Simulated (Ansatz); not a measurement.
Ta2SiN:
```yaml
crystal:
  lattice:
    - [3.22301, 0.00000, 0.00000]
    - [-1.61151, 2.79121, 0.00000]
    - [0.00000, 0.00000, 12.00974]
  atoms:
    - { symbol: Si, position: [0.33333, 0.66667, 0.75000] }
    - { symbol: Si, position: [0.66667, 0.33333, 0.25000] }
    - { symbol: Ta, position: [0.33333, 0.66667, 0.09580] }
    - { symbol: Ta, position: [0.66667, 0.33333, 0.59580] }
    - { symbol: Ta, position: [0.66667, 0.33333, 0.90420] }
    - { symbol: Ta, position: [0.33333, 0.66667, 0.40420] }
    - { symbol: N, position: [0.00000, 0.00000, 0.00000] }
    - { symbol: N, position: [0.00000, 0.00000, 0.50000] }
```

Relaxed with r²SCAN. Special points in fractions of this cell's reciprocal vectors: Γ (0.000, 0.000, 0.000); M (0.500, 0.000, 0.000); K (0.333, 0.333, 0.000); A (0.000, 0.000, 0.500); L (0.500, 0.000, 0.500); H (0.333, 0.333, 0.500).

Q: List the band energies nearest the Fermi level at these points for r²SCAN (plane waves, PAW; program Ansatz).

A: In eV from the Fermi level; about four levels below and three above (degenerate sets whole), none deeper than 8.9 eV; points with the same levels are listed once.

```tsv
k	below	above
Γ	-1.21 -1.21 -0.43 -0.43 -0.07	0.32 0.52 0.52
M	-3.64 -3.30 -0.92 -0.29	0.21 0.67 1.21
K	-2.24 -0.57 -0.57 -0.51	0.36 0.36 2.14
A	-0.07 -0.07 -0.07 -0.07	0.78 0.78 1.69 1.69 1.69 1.69
L	-3.48 -3.48 -0.64 -0.64	0.45 0.45 1.68 1.68
H	-1.46 -1.46 -0.69 -0.69	0.50 0.50 2.67 2.67
```

Space group P6_3/mmc. The start of the workflow was typed in or built on a structure type; neither database checked (COD, Materials Project) lists it. Its standing as an ambient phase is unchecked. The r²SCAN relaxation kept the symmetry of its start; whether a distortion lowers the energy is not shown. No spin polarisation was allowed. Spin–orbit coupling is left out wherever it is not named.

Potentials: the later of the program's two PAW sets.
